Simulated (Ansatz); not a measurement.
**Is this Ca3Sn3N2 structure a true minimum?**

The cell was found from a proposed guess, not taken from experiment.

Level of theory: DFT PBE, scalar-relativistic, plane waves, PAW (Ansatz). Cutoff 420 eV; k points 12×12×2 on the computed 8-atom cell (Γ-centred); Gaussian smearing, width 0.10 eV; no spin polarisation.

The cell below (8 atoms, space group P-3m1 (No. 164)) is relaxed within its symmetry.

```
CELL_PARAMETERS angstrom
3.60993 0.00000 0.00000
-1.80497 3.12630 0.00000
0.00000 0.00000 16.01899
ATOMIC_POSITIONS crystal
Ca 0.00000 0.00000 0.00000
Ca 0.66667 0.33333 0.16297
Ca 0.33333 0.66667 0.83703
Sn 0.33333 0.66667 0.34976
Sn 0.00000 0.00000 0.50000
Sn 0.66667 0.33333 0.65024
N 0.66667 0.33333 0.90254
N 0.33333 0.66667 0.09746
```

For the test it was strained at random (σ = 1.5 % a component), the atoms were moved at random (σ = 0.10 Å), and all was relaxed again on a coarse 6×6×2 mesh (in the run’s order of axes) with 0.20 eV smearing, with no symmetry imposed.

Problem. Does it come back?

Solution. It returns, within 1 meV/atom of the unmoved cell on that mesh and with the same symmetry when read at 0.1 Å (Cm at 0.01 Å, so small strains and shifts remain). No instability shows in this cell; modes of other wave vectors, which need another repeat, aren't tested.
